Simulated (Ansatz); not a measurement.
GeSe:
Space group Pnma (No. 62); a = 7.7579 Å, b = 3.8400 Å, c = 5.8288 Å, α = 90.00°, β = 90.00°, γ = 90.00°

| atom | site | symmetry | x | y | z |
|---|---|---|---|---|---|
| Ge | 4c | .m. | 0.0114 | 0.7500 | 0.2752 |
| Se | 4c | .m. | 0.3205 | 0.2500 | 0.3891 |

Relaxed with PBEsol. PBEsol (plane waves, PAW; program Ansatz) gives a gap of 0.33 eV.

**Question.** What gap does HSE06 give on the same cell (Ansatz, PAW)?

**Answer.** 0.85 eV, 0.52 eV more. The hybrid was solved on a coarser mesh and at special points; the gap given is the minimum over both.

```csv
k,v1 PBEsol,c1 PBEsol,v1 HSE06,c1 HSE06
Γ,0.00,1.72,0.00,2.31
X,-0.39,1.29,…,…
Z,-0.70,0.69,-0.73,1.16
U,-1.19,1.17,-1.21,1.65
Y,-1.30,1.49,…,…
S,-2.08,0.99,-2.35,1.53
T,-0.74,0.35,…,…
R,-1.51,2.29,…,…
```

**Question.** Top valence (v1) and lowest conduction level (c1) in eV from each method's valence maximum (which need not be a listed point): supply the withheld HSE06 values.

**Answer.** 
- Y, v1 HSE06: -1.45
- Y, c1 HSE06: 2.05
- R, v1 HSE06: -1.71
- R, c1 HSE06: 2.94
- T, v1 HSE06: -0.77
- T, c1 HSE06: 0.89
- X, v1 HSE06: -0.43
- X, c1 HSE06: 1.87

Cost on shared cores: the PBEsol run (SCF on a 4×7×5 mesh, then bands and DOS) very roughly 4 core-minutes, the HSE06 run (SCF on 2×4×3, then a few points) around 6 core-minutes (rough); the tasks are unlike.

The PBEsol relaxation kept the symmetry of its start. The volume moved by 33 % from the start of the relaxation. Spin–orbit coupling is left out wherever it is not named.

Potentials: the later of the program's two PAW sets.
